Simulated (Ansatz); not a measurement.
**BiTe: a vibration from a frozen displacement**

All numbers below come from Ansatz 0.2.0, DFT PBE, scalar-relativistic, plane waves, PAW. Cutoff 420 eV, Γ-centred 14×14×14 k-points, Gaussian smearing of 0.15 eV. Spin–orbit coupling is left out, which matters for the heavy elements here. No spin polarisation. Energies are free energies at this smearing, counted from the undisturbed cell; pressure is positive in compression.

The undisturbed cell (as given, not relaxed at this level; it stands at 0.8 GPa, and it needn't be the usual structure):

```
Bi Te
1.0
     0.00000    3.23500    3.23500
     3.23500    0.00000    3.23500
     3.23500    3.23500    0.00000
Bi Te
1 1
Direct
  0.00000 0.00000 0.00000
  0.50000 0.50000 0.50000
```

Every Te atom is moved by x along the Cartesian unit vector (0.000, 1.000, 0.000); the cell and all other atoms stay fixed. The cell's volume is 67.71 Å³; the moved atoms weigh 127.600 u together and the others 208.980 u. Some rows repeat others by symmetry and weren't run.

| x (Å) | ΔE (meV/cell) | total force on the moved atoms along the move (eV/Å) | pressure (GPa) |
| --- | --- | --- | --- |
| -0.3000 | 121.68 | 0.8697 | 2.3953 |
| -0.2625 | 91.53 | 0.7400 | 1.9986 |
| -0.2250 | 66.10 | 0.6173 | 1.6611 |
| -0.1875 | 45.16 | 0.5006 | 1.3808 |
| -0.1500 | 28.48 | 0.3901 | 1.1554 |
| -0.1125 | 15.82 | 0.2859 | 0.9828 |
| -0.0750 | 6.97 | 0.1872 | 0.8608 |
| -0.0375 | 1.73 | 0.0925 | 0.7881 |
| 0.0000 | 0.00 | 0.0000 | 0.7640 |
| 0.0375 | 1.73 | -0.0925 | 0.7881 |
| 0.0750 | 6.97 | -0.1872 | 0.8608 |
| 0.1125 | 15.82 | -0.2859 | 0.9828 |
| 0.1500 | 28.48 | -0.3901 | 1.1554 |
| 0.1875 | 45.16 | -0.5006 | 1.3808 |
| 0.2250 | 66.10 | -0.6173 | 1.6611 |
| 0.2625 | 91.53 | -0.7400 | 1.9986 |
| 0.3000 | 121.68 | -0.8697 | 2.3953 |

Task: What frequency belongs to this motion?

Result: The force constant is k = −dF/dx = 2.467 eV/Å², from the parabola through x = -0.0375, 0 and 0.0375. In every cell the moved atoms swing against the rest, so the mass is μ = m₁m₂/(m₁ + m₂) = 79.226 u, and ν̃ = 521.5 cm⁻¹ × √(|k|/μ) = 92 cm⁻¹. To first order in x, and within 1 %, the force on every atom lies along the move and, within each of the two groups, in proportion to the atom's mass, so this is itself a mode at the zone centre of this cell.

Task: How far does the harmonic law reach?

Result: At x = -0.300 Å, kx²/2 = 111.00 meV against the computed 121.68 meV (+9.6 %): the well stiffens in this direction at large amplitude.

Task: The pressure changes with x². What does that say about the frequency under compression?

Result: With E = k(V)x²/2, k ∝ V^(−2γ) and x scaling with the cell as V^(1/3), P − P0 = −∂E/∂V = (2γ − 2/3) ΔE/V. At x = 0.0750 Å, V(P − P0) = 67.71 × 0.09685 / 160.2 eV = 40.93 meV and ΔE = 6.97 meV, so γ = 1/3 + V(P − P0)/(2ΔE) = 3.27. This is the Grüneisen parameter of the motion under uniform scaling of the cell: shrinking the cell evenly by 1 % in volume raises the frequency by about 3.27 %.

In a metal these slopes depend on the k mesh and the smearing.